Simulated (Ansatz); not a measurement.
Cu₂SiSe₃ in space group Cc (No. 9; Pearson symbol mS24), plane-wave PAW r²SCAN (Ansatz code), all energies at zero smearing, with the estimated change up to a 700 eV cutoff added, with one set of potentials and settings (totals compare only within such a set). Cell of 12 atoms (2 Si, 4 Cu, 6 Se): -60676.101 eV.

```tsv
element	reference phase	E (eV/atom)
Si	Fd-3m, 2 atoms in the cell	-639.0667
Cu	Fm-3m, 1 atoms in the cell	-6631.2396
Se	P3_121, 3 atoms in the cell	-5478.1269
```

Formation energy per atom, worked out: (-60676.101 − 2×(-639.0667) − 4×(-6631.2396) − 6×(-5478.1269))/12 = -0.354 eV/atom (-34 kJ per mol of atoms), at 0 K, without zero-point energy or fitted corrections.

The workflow started from a Materials Project entry (that database holds measured and hypothetical structures alike); the Crystallography Open Database copy checked does not list it. With Si and Cu taken as one species the cell has the higher symmetry F-43m, so it may be an ordered model of a mixed-site phase. Whether it is the stable phase at ambient conditions was not checked. The r²SCAN relaxation kept the symmetry of its start; whether a distortion lowers the energy is not shown. The run is not spin-polarised. The references are the lowest solids computed at this level, not always the standard phases.

Potentials: the later of the program's two PAW sets.
